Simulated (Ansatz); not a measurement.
TiB2:
```
CELL_PARAMETERS angstrom
      2.99354     0.00000     0.00000
     -1.49677     2.59248     0.00000
      0.00000     0.00000     3.16025
ATOMIC_POSITIONS crystal
  Ti 0.00000 0.00000 0.00000
  B  0.33333 0.66667 0.50000
  B  0.66667 0.33333 0.50000
```

Relaxed with LDA.

Q: List the phonon frequencies at the special points (DFPT on a 4×4×3 q-mesh, Fourier-interpolated; LDA (plane waves, PAW; program Ansatz)).

A: In cm⁻¹; no LO–TO term at Γ, as the run had none.

```
q                          frequencies
-  -----------------------------------
Γ        0 0 0 535 535 538 573 918 918
M  314 336 376 533 539 570 811 857 888
K  352 352 359 556 556 654 775 775 935
A  312 312 370 437 437 538 649 930 930
L  325 339 360 536 573 605 796 835 911
H  328 328 343 588 588 641 776 776 921
```

Space group P6/mmm. Symmetry was held in the LDA relaxation; phonons on a q-mesh show no instability. No spin polarisation was allowed. As this level gives no gap, phonon frequencies hold no LO–TO term and depend on the k-mesh and smearing (Fermi–Dirac, 0.1 eV here).

Potentials: the later of the program's two PAW sets.
